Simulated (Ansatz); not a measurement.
CoW:
```xyz
2
Lattice="0.0000 2.4381 2.4381 2.4381 0.0000 2.4381 2.4381 2.4381 0.0000" Properties=species:S:1:pos:R:3 pbc="T T T"
Co     0.0000     0.0000     0.0000
W      2.4381     2.4381     2.4381
```

Relaxed with PBE. Special points in fractions of this cell's reciprocal vectors: Γ (0.000, 0.000, 0.000); X (0.500, 0.000, 0.500); U (0.625, 0.250, 0.625); K (0.375, 0.375, 0.750); L (0.500, 0.500, 0.500); W (0.500, 0.250, 0.750).

**Question.** List the band energies nearest the Fermi level at these points for plane-wave PAW PBE with spin–orbit coupling (Ansatz code).

**Answer.** In eV from the Fermi level; about four levels below and three above (degenerate sets whole), none deeper than 8.9 eV; points with the same levels are listed once.

```csv
k,below,above
Γ,-4.04 -4.04 -4.04 -4.04 -3.87 -3.87,1.55 1.55 1.55 1.55
X,-1.38 -1.38 -1.26 -1.26,1.36 1.36 1.64 1.64
U,-1.64 -1.64 -0.50 -0.50,0.28 0.28 0.76 0.76
L,-1.54 -1.54 -0.36 -0.36,1.05 1.05 1.36 1.36
W,-1.41 -1.41 -1.39 -1.39,0.13 0.13 0.24 0.24
```

Space group Fm-3m (rock salt). The start of the workflow was typed in or built on a structure type; neither database checked (COD, Materials Project) lists it. Whether it is the stable phase at ambient conditions was not checked. The cell was relaxed with PBE under the symmetry of its start; whether a distortion lowers the energy is not shown. The workflow began spin-polarised and lost its moments. Its formation energy is positive at this level, so the cell may be metastable or incomplete.

Potentials: the earlier of the program's two PAW sets.
